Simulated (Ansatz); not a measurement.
**Notes on TaAl$_{3}$**

```
Ta Al
1.0
     0.00000    3.86771    0.00000
     3.86771    0.00000    0.00000
     1.93386    1.93386   -4.29957
Ta Al
1 3
Direct
  0.50000 0.50000 0.00000
  0.00000 0.00000 0.00000
  0.75000 0.25000 0.50000
  0.25000 0.75000 0.50000
```

Single point in Ansatz 0.2.0 with r2SCAN, no spin polarisation. Cutoff 500 eV, PAW datasets, 10×10×10 Γ-centred k mesh, fermi-dirac filling (width 0.1 eV).

Question: What happens at the Fermi level?

Answer: It is a metal, with about 0.49 states/eV a cell as the mean within 0.25 eV of the Fermi level, mostly Ta d (78 %) and Al p (16 %).

Question: Is it stable against the elements?

Answer: -0.36 eV an atom against the elements' usual phases (free molecules for gases, crystals otherwise, with no correction for O₂ or N₂), so it is bound against them; other compounds may still compete. Relaxing would lower it.

Question: Is the cell too large or too small?

Answer: The pressure is -3.7 GPa (compression positive), so with the atoms held at these fractions the cell would first shrink.

Question: How is the charge shared?

Answer: Bader charges in e: Ta -1.04, Al +0.34 to +0.37. In the mean Al gives up most and Ta takes most, against the order of Pauling's electronegativities.

Question: Are the atoms at rest?

Answer: The forces vanish by the symmetry of the sites.

Origin: a database entry at a rescaled volume.
